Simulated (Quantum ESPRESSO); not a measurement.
## Ga3ZnN4 (input and log of a self-consistent run)

Simulated, not a measurement. The program is pw.x of Quantum ESPRESSO 7.5 (plane-wave density functional theory). The cell is made up: 8 atoms on a wurtzite lattice, with randomly drawn elements, strain and displacements, not relaxed. PseudoDojo standard norm-conserving files (v0.5 for PBE, v0.4.1 for LDA and PBEsol) set the functional; there is no spin polarisation, spin-orbit coupling or dispersion term, and the masses in the input are unused placeholders. A spin-polarised start on this cell or one of its family kept no moment.

Input:

```
&control calculation='scf', pseudo_dir='./dojo.nc.sr.pbe.v0_5.standard.upf', outdir='./o', disk_io='low', tprnfor=.true., tstress=.true. /
&system ibrav=0, nat=8, ntyp=3, nbnd=50, ecutwfc=84.00895049, nosym=.true., tot_charge=0,
 occupations='smearing', smearing='fd', degauss=0.0073498644
/
&electrons conv_thr=7.350e-09, electron_maxstep=60, /
ATOMIC_SPECIES
Ga 1.0 Ga.upf
N 1.0 N.upf
Zn 1.0 Zn.upf
CELL_PARAMETERS angstrom
3.1218 0.0 0.0
0.0 5.4072 0.0
0.0 0.0 5.0979
ATOMIC_POSITIONS angstrom
Ga 0.0181 -0.0138 -0.0058
Zn 1.5627 2.6478 0.0155
Ga 1.506 0.8446 2.5599
Ga -0.0113 3.6506 2.5375
N -0.0532 0.0393 1.8913
N 1.5874 2.7182 1.9185
N 1.5425 0.9166 4.3887
N -0.0064 3.6484 4.4448
K_POINTS automatic
8 6 6 1 1 1
```

The log is shortened where brackets say so; the opening notice, blank lines, dates and the lines on written files are dropped, and the path of the files is cut. It prints rydbergs, bohrs and kilobars, and counts compression as positive stress.

```
     Program PWSCF v.7.5
     Parallel version (MPI & OpenMP), running on       4 processor cores
     Number of MPI processes:                 4
     Threads/MPI process:                     1
     [start-up lines left out]
     bravais-lattice index     =            0
     lattice parameter (alat)  =       5.8993  a.u.
     unit-cell volume          =     580.7182 (a.u.)^3
     number of atoms/cell      =            8
     number of atomic types    =            3
     number of electrons       =        79.00
     number of Kohn-Sham states=           50
     kinetic-energy cutoff     =      84.0090  Ry
     charge density cutoff     =     336.0358  Ry
     scf convergence threshold =      7.3E-09
     mixing beta               =       0.7000
     number of iterations used =            8  plain     mixing
     Exchange-correlation= PBE
                           (   1   4   3   4   0   0   0)
     [axes and pseudopotential details left out]
   Cartesian axes
     site n.     atom                  positions (alat units)
         1        Ga     tau(   1) = (   0.0057979  -0.0044205  -0.0018579  )
         2        Zn     tau(   2) = (   0.5005766   0.8481645   0.0049651  )
         3        Ga     tau(   3) = (   0.4824140   0.2705490   0.8200077  )
         4        Ga     tau(   4) = (  -0.0036197   1.1693895   0.8128323  )
         5        N      tau(   5) = (  -0.0170415   0.0125889   0.6058364  )
         6        N      tau(   6) = (   0.5084887   0.8707156   0.6145493  )
         7        N      tau(   7) = (   0.4941060   0.2936127   1.4058236  )
         8        N      tau(   8) = (  -0.0020501   1.1686847   1.4237940  )
     number of k points=   144  Fermi-Dirac smearing, width (Ry)=  0.0073
     Number of k-points >= 100: set verbosity='high' to print them.
     Dense  grid:    60377 G-vectors     FFT dimensions: (  36,  60,  60)
     Estimated max dynamical RAM per process >     290.82 MB
     Estimated total dynamical RAM >       1.09 GB
     Initial potential from superposition of free atoms
     starting charge      78.9918, renormalised to      79.0000
     Starting wfcs are   53 randomized atomic wfcs
     total cpu time spent up to now is       11.1 secs
     per-process dynamical memory:   263.6 Mb
     Self-consistent Calculation
     iteration #  1     ecut=    84.01 Ry     beta= 0.70
     Davidson diagonalization with overlap
     ethr =  1.00E-02,  avg # of iterations =  4.2
     total cpu time spent up to now is       37.3 secs
     total energy              =    -958.79414015 Ry
     estimated scf accuracy    <       2.31680838 Ry
     iteration #  2     ecut=    84.01 Ry     beta= 0.70
     Davidson diagonalization with overlap
     ethr =  2.93E-03,  avg # of iterations =  2.4
     total cpu time spent up to now is       59.6 secs
     total energy              =    -959.47483771 Ry
     estimated scf accuracy    <       2.81268549 Ry
     iteration #  3     ecut=    84.01 Ry     beta= 0.70
     Davidson diagonalization with overlap
     ethr =  2.93E-03,  avg # of iterations =  2.0
     total cpu time spent up to now is       80.2 secs
     total energy              =    -959.91666832 Ry
     estimated scf accuracy    <       0.29462577 Ry
     iteration #  4     ecut=    84.01 Ry     beta= 0.70
     Davidson diagonalization with overlap
     ethr =  3.73E-04,  avg # of iterations =  2.1
     total cpu time spent up to now is       99.6 secs
     total energy              =    -959.96000207 Ry
     estimated scf accuracy    <       0.01823207 Ry
     iteration #  5     ecut=    84.01 Ry     beta= 0.70
     Davidson diagonalization with overlap
     ethr =  2.31E-05,  avg # of iterations =  7.8
     total cpu time spent up to now is      126.6 secs
     total energy              =    -959.96291732 Ry
     estimated scf accuracy    <       0.01084315 Ry
     [iterations 6 to 8 left out]
     iteration #  9     ecut=    84.01 Ry     beta= 0.70
     Davidson diagonalization with overlap
     ethr =  1.60E-07,  avg # of iterations =  2.0
     total cpu time spent up to now is      205.3 secs
     total energy              =    -959.96523474 Ry
     estimated scf accuracy    <       0.00000295 Ry
     iteration # 10     ecut=    84.01 Ry     beta= 0.70
     Davidson diagonalization with overlap
     ethr =  3.74E-09,  avg # of iterations =  2.0
     total cpu time spent up to now is      225.6 secs
     total energy              =    -959.96523557 Ry
     estimated scf accuracy    <       0.00000020 Ry
     iteration # 11     ecut=    84.01 Ry     beta= 0.70
     Davidson diagonalization with overlap
     ethr =  2.57E-10,  avg # of iterations =  2.6
     total cpu time spent up to now is      245.6 secs
     total energy              =    -959.96523562 Ry
     estimated scf accuracy    <       0.00000003 Ry
     iteration # 12     ecut=    84.01 Ry     beta= 0.70
     Davidson diagonalization with overlap
     ethr =  4.22E-11,  avg # of iterations =  2.0
     total cpu time spent up to now is      265.1 secs
     total energy              =    -959.96523563 Ry
     estimated scf accuracy    <          7.4E-09 Ry
     iteration # 13     ecut=    84.01 Ry     beta= 0.70
     Davidson diagonalization with overlap
     ethr =  9.40E-12,  avg # of iterations =  2.0
     total cpu time spent up to now is      284.4 secs
     End of self-consistent calculation
     Number of k-points >= 100: set verbosity='high' to print the bands.
     the Fermi energy is    11.5885 ev
!    total energy              =    -959.96523564 Ry
     estimated scf accuracy    <          8.2E-10 Ry
     smearing contrib. (-TS)   =      -0.00595436 Ry
     internal energy E=F+TS    =    -959.95928127 Ry
     The total energy is F=E-TS. E is the sum of the following terms:
     one-electron contribution =    -458.31269609 Ry
     hartree contribution      =     292.67281500 Ry
     xc contribution           =    -195.71294886 Ry
     ewald contribution        =    -598.60645132 Ry
     convergence has been achieved in  13 iterations
     Forces acting on atoms (cartesian axes, Ry/au):
     atom    1 type  1   force =    -0.01830623    0.03340220   -0.01281187
     atom    2 type  3   force =    -0.00227312    0.03668924   -0.00707361
     atom    3 type  1   force =     0.00663917    0.06611106   -0.03826420
     atom    4 type  1   force =     0.01673195   -0.03898122   -0.00299630
     atom    5 type  2   force =     0.00641950   -0.01747838   -0.01265426
     atom    6 type  2   force =    -0.02613206   -0.01073325    0.03017460
     atom    7 type  2   force =     0.01269213   -0.05278455    0.05167945
     atom    8 type  2   force =     0.00422866   -0.01622510   -0.00805381
     Total force =     0.137416     Total SCF correction =     0.000152
     Computing stress (Cartesian axis) and pressure
          total   stress  (Ry/bohr**3)                   (kbar)     P=      206.02
   0.00107497   0.00011532   0.00001939          158.13       16.96        2.85
   0.00011532   0.00137780   0.00022797           16.96      202.68       33.54
   0.00001939   0.00022797   0.00174863            2.85       33.54      257.23
     init_run     :     10.50s CPU     10.95s WALL (       1 calls)
     electrons    :    271.24s CPU    273.34s WALL (       1 calls)
     forces       :      2.35s CPU      2.36s WALL (       1 calls)
     stress       :      8.59s CPU      8.59s WALL (       1 calls)
     [timing details left out]
     PWSCF        :   4m52.94s CPU   4m55.68s WALL
     JOB DONE.
```

In other units: free energy -13060.992 eV for the cell, pressure 20.60 GPa, largest force component 1.700 eV/Å. A rerun of this cell at 1437 eV and a 10 x 8 x 8 mesh moved values by no more than 0.003 eV in energy, 0.07 GPa in stress and 0.005 eV/Å in force.